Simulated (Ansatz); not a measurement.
ZrSi:
```yaml
crystal:
  lattice:
    - [1.86473, -4.94039, 0.00000]
    - [1.86473, 4.94039, 0.00000]
    - [0.00000, 0.00000, 3.74268]
  atoms:
    - { symbol: Zr, position: [0.64528, 0.35472, 0.75000] }
    - { symbol: Zr, position: [0.35472, 0.64528, 0.25000] }
    - { symbol: Si, position: [0.92148, 0.07852, 0.75000] }
    - { symbol: Si, position: [0.07852, 0.92148, 0.25000] }
```

Relaxed with PBEsol. Special points in fractions of this cell's reciprocal vectors: Γ (0.000, 0.000, 0.000); Y (-0.500, 0.500, 0.000); C0 (-0.286, 0.714, 0.000); Σ0 (0.286, 0.286, 0.000); Z (0.000, 0.000, 0.500); A0 (0.286, 0.286, 0.500); E0 (-0.286, 0.714, 0.500); T (-0.500, 0.500, 0.500); S (0.000, 0.500, 0.000); R (0.000, 0.500, 0.500).

### Question
List the band energies nearest the Fermi level at these points for plane-wave PAW PBEsol (Ansatz code).

### Answer
In eV from the Fermi level; about four levels below and three above (degenerate sets whole), none deeper than 8.9 eV; points with the same levels are listed once.

```tsv
k	below	above
Γ	-2.68 -2.60 -2.44 -0.83	0.48 0.48 1.13
Y	-2.92 -2.38 -2.13 -1.87	0.43 1.09 1.24
C0	-3.31 -2.48 -1.12 -0.51	0.16 0.77 1.50
Z	-2.63 -2.63 -2.04 -2.04	2.72 2.72 2.91 2.91
A0	-2.89 -2.89 -1.33 -1.33	1.79 1.79 3.32 3.32
T	-1.95 -1.95 -1.29 -1.29	0.60 0.60 1.46 1.46
S	-3.58 -2.61 -1.38 -0.50	0.49 0.96 2.32
R	-3.19 -3.19 -1.37 -1.37	2.52 2.52 3.41 3.41
```

Space group Cmcm. The workflow started from a Materials Project entry (that database holds measured and hypothetical structures alike); the Crystallography Open Database files this formula in space group No. 63, but the cells were not matched. Its standing as an ambient phase is unchecked. Symmetry was held in the PBEsol relaxation; whether a distortion lowers the energy is not shown. The run is not spin-polarised. Scalar-relativistic: spin–orbit coupling is off unless named, which matters more the heavier the elements.

Potentials: the later of the program's two PAW sets.
